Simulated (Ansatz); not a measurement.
SnSe2 built on the CdI2 prototype, relaxed with r2SCAN+rVV10 in the PAW code Ansatz. The symmetry is P-3m1 (No. 164, trigonal); a = 3.825 Å, c = 6.227 Å in the conventional setting, 26.30 Å³ an atom. Around Sn lie 6 Se at 2.71 Å; around Se lie 3 Sn at 2.71 Å.

The axes x, y and z are those of this cell:
```
CELL_PARAMETERS angstrom
3.82515 0.00000 0.00000
-1.91257 3.31268 0.00000
0.00000 0.00000 6.22708
ATOMIC_POSITIONS crystal
Sn 0.00000 0.00000 0.00000
Se 0.33333 0.66667 0.25308
Se 0.66667 0.33333 0.74692
```

Unstrained: With PBE the valence top lies at k = (-0.089, 0.172, 0) and the conduction bottom at k = (0, 0.458, 0.344), 0.629 eV higher; the smallest vertical gap, at Γ, is 1.132 eV. r2SCAN gives an indirect gap of 0.916 eV, from k = (-0.089, 0.172, 0) to k = (0, 0.458, 0.344); the least direct gap is 1.491 eV at k = (0, 0.417, 1/4). With HSE06 the valence top lies at k = (-0.089, 0.172, 0) and the conduction bottom at k = (0, 0.458, 0.344), 1.296 eV higher; the smallest vertical gap, at k = (0, 0.458, 0.344), is 1.884 eV. With r2SCAN+SOC the valence top lies at Γ–M (0.33 of the way from Γ) and the conduction bottom at k = (0, 0.458, 0.344), 0.889 eV higher; the smallest vertical gap, at k = (0, 0.458, 0.344), is 1.471 eV. Meshes: PBE 12×12×4, r2SCAN 12×12×4, HSE06 6×6×4, r2SCAN+SOC 12×12×4. Strains are changes of length per length. After each strain the atoms were relaxed again with r2SCAN+rVV10 in this cell and within any symmetry left, so distortions that break it or need a larger cell weren't tested; points keep the names that they have in the unstrained zone. The values are computed, non-magnetic, and not measurements.

**Question.** Apply epitaxial -2.0 % in the xy plane, free normal strain +1.81 %. How far does the gap move, against the unstrained cell?

**Answer.** PBE: the gap goes from 0.629 to 0.530 eV (-0.099 eV); the edges go from (-0.089, 0.172, 0) → (0, 0.458, 0.344) to (0, 0.130, -0.161) → (0, 0.469, 0.370). r2SCAN: the gap goes from 0.916 to 0.827 eV (-0.090 eV); the edges go from (-0.089, 0.172, 0) → (0, 0.458, 0.344) to (0, 0.130, -0.161) → (0, 0.469, 0.370). HSE06: the gap goes from 1.296 to 1.167 eV (-0.129 eV); the edges go from (-0.089, 0.172, 0) → (0, 0.458, 0.344) to (0, 0.130, -0.161) → (0, 0.469, 0.370).

**Question.** Apply epitaxial +2.0 % in the xy plane, free normal strain -1.89 %. How far does the gap move, against the unstrained cell?

**Answer.** PBE: the gap goes from 0.629 to 0.476 eV (-0.152 eV); the edges go from (-0.089, 0.172, 0) → (0, 0.458, 0.344) to Γ–K (0.20) → (0, 0.445, 0.323). r2SCAN: the gap goes from 0.916 to 0.746 eV (-0.170 eV); the edges go from (-0.089, 0.172, 0) → (0, 0.458, 0.344) to Γ–K (0.20) → (0, 0.445, 0.323). HSE06: the gap goes from 1.296 to 1.137 eV (-0.159 eV); the edges go from (-0.089, 0.172, 0) → (0, 0.458, 0.344) to Γ–K (0.20) → (0, 0.445, 0.323).

**Question.** For epitaxial -1.0 % in the xy plane, how far does the free direction move, and what happens to the gap?

**Answer.** The normal strain at zero normal stress is +0.97 %, 0.97 of the in-plane strain with the sign turned. PBE: the gap goes from 0.629 to 0.591 eV (-0.037 eV); the edges go from (-0.089, 0.172, 0) → (0, 0.458, 0.344) to (0, 0.141, -0.151) → (0, 0.464, 0.357). r2SCAN: the gap goes from 0.916 to 0.886 eV (-0.030 eV); the edges go from (-0.089, 0.172, 0) → (0, 0.458, 0.344) to (0, 0.141, -0.151) → (0, 0.464, 0.357). HSE06: the gap goes from 1.296 to 1.227 eV (-0.069 eV); the edges go from (-0.089, 0.172, 0) → (0, 0.458, 0.344) to (0, 0.141, -0.151) → (0, 0.464, 0.357).

**Question.** For epitaxial -4.0 % in the xy plane, how far does the free direction move, and what happens to the gap?

**Answer.** The normal strain at zero normal stress is +3.22 %, 0.81 of the in-plane strain with the sign turned. PBE: the gap goes from 0.629 to 0.378 eV (-0.251 eV); the edges go from (-0.089, 0.172, 0) → (0, 0.458, 0.344) to (-0.109, 0.109, 0.188) → (0, -0.477, -0.398). r2SCAN: the gap goes from 0.916 to 0.680 eV (-0.236 eV); the edges go from (-0.089, 0.172, 0) → (0, 0.458, 0.344) to (-0.109, 0.109, 0.188) → (0, -0.477, -0.398). HSE06: the gap goes from 1.296 to 1.018 eV (-0.278 eV); the edges go from (-0.089, 0.172, 0) → (0, 0.458, 0.344) to (-0.109, 0.109, 0.188) → (0, -0.477, -0.398).

**Question.** Estimate what epitaxial +3.0 % in the xy plane, free normal strain -2.98 % does to the gap.

**Answer.** PBE: the gap goes from 0.629 to 0.370 eV (-0.259 eV); the edges go from (-0.089, 0.172, 0) → (0, 0.458, 0.344) to Γ–K (0.16) → Γ. HSE06: the gap goes from 1.296 to 1.068 eV (-0.228 eV); the edges go from (-0.089, 0.172, 0) → (0, 0.458, 0.344) to Γ–K (0.16) → Γ.

**Question.** For epitaxial -3.0 % in the xy plane, how far does the free direction move, and what happens to the gap?

**Answer.** The normal strain at zero normal stress is +2.53 %, 0.84 of the in-plane strain with the sign turned. PBE: the gap goes from 0.629 to 0.459 eV (-0.170 eV); the edges go from (-0.089, 0.172, 0) → (0, 0.458, 0.344) to (-0.120, 0.120, 0.174) → (0, 0.471, 0.383). r2SCAN: the gap goes from 0.916 to 0.758 eV (-0.158 eV); the edges go from (-0.089, 0.172, 0) → (0, 0.458, 0.344) to (-0.120, 0.120, 0.174) → (0, 0.471, 0.383). HSE06: the gap goes from 1.296 to 1.098 eV (-0.199 eV); the edges go from (-0.089, 0.172, 0) → (0, 0.458, 0.344) to (-0.120, 0.120, 0.174) → (0, 0.471, 0.383).

**Question.** For epitaxial +4.0 % in the xy plane, how far does the free direction move, and what happens to the gap?

**Answer.** The normal strain at zero normal stress is -4.21 %, 1.05 of the in-plane strain with the sign turned. PBE: the gap goes from 0.629 to 0.138 eV (-0.490 eV); the edges go from (-0.089, 0.172, 0) → (0, 0.458, 0.344) to Γ–K (0.14) → Γ; so small a gap is at the limit of these settings. r2SCAN: the gap goes from 0.916 to 0.482 eV (-0.435 eV); the edges go from (-0.089, 0.172, 0) → (0, 0.458, 0.344) to Γ–K (0.14) → Γ. HSE06: the gap goes from 1.296 to 0.807 eV (-0.489 eV); the edges go from (-0.089, 0.172, 0) → (0, 0.458, 0.344) to Γ–K (0.14) → Γ.

**Question.** Estimate what epitaxial +1.0 % in the xy plane, free normal strain -0.87 % does to the gap.

**Answer.** PBE: the gap goes from 0.629 to 0.561 eV (-0.068 eV). r2SCAN: the gap goes from 0.916 to 0.840 eV (-0.076 eV). HSE06: the gap goes from 1.296 to 1.226 eV (-0.071 eV).

Only the levels marked +SOC include spin-orbit coupling.

Where an edge lies off the special points, it is a point of the mesh or the k point where a search put PBE's edge or least direct gap, reused for the other functionals, whose own edges may lie a little apart.

Coordinates of k points refer to the reciprocal vectors of the primitive cell of the runs.

The meshes of the hybrids are coarse, so their gaps aren't converged to the digits shown.
